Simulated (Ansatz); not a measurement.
Here is the system:

TaRu:
```cif
data_RuTa
_chemical_formula_sum 'Ru1 Ta1'
_space_group_name_H-M_alt 'P4/mmm'
_space_group_IT_number 123
_space_group_name_Hall '-P 4 2'
_cell_length_a 3.02146
_cell_length_b 3.02146
_cell_length_c 3.39244
_cell_angle_alpha 90.000
_cell_angle_beta 90.000
_cell_angle_gamma 90.000
loop_
_atom_site_label
_atom_site_type_symbol
_atom_site_symmetry_multiplicity
_atom_site_Wyckoff_symbol
_atom_site_fract_x
_atom_site_fract_y
_atom_site_fract_z
_atom_site_occupancy
Ru1 Ru 1 a 0.00000 0.00000 0.00000 1
Ta1 Ta 1 d 0.50000 0.50000 0.50000 1
```

This is the PBEsol-relaxed structure.

Q: All from plane-wave PAW PBEsol (Ansatz code), unless another level is named. Give the density of states at the Fermi level.

A: 1.00 states/eV per atom (mean over ±0.08 eV).

Q: Give the formation energy from the elements (no fitted shifts).

A: -0.29 eV/atom.

Q: And the gap with spin–orbit coupling?

A: none (metallic).

The workflow started from an entry of the Crystallography Open Database (COD), which files this formula under 2 space groups. Its standing as an ambient phase is unchecked. The PBEsol relaxation kept the symmetry of its start; of distortions, only those at the zone centre were tested. No spin polarisation was allowed. The references are the lowest solids computed at this level, not always the standard phases. Scalar-relativistic: spin–orbit coupling is off unless named, which matters more the heavier the elements.

Potentials: the later of the program's two PAW sets.
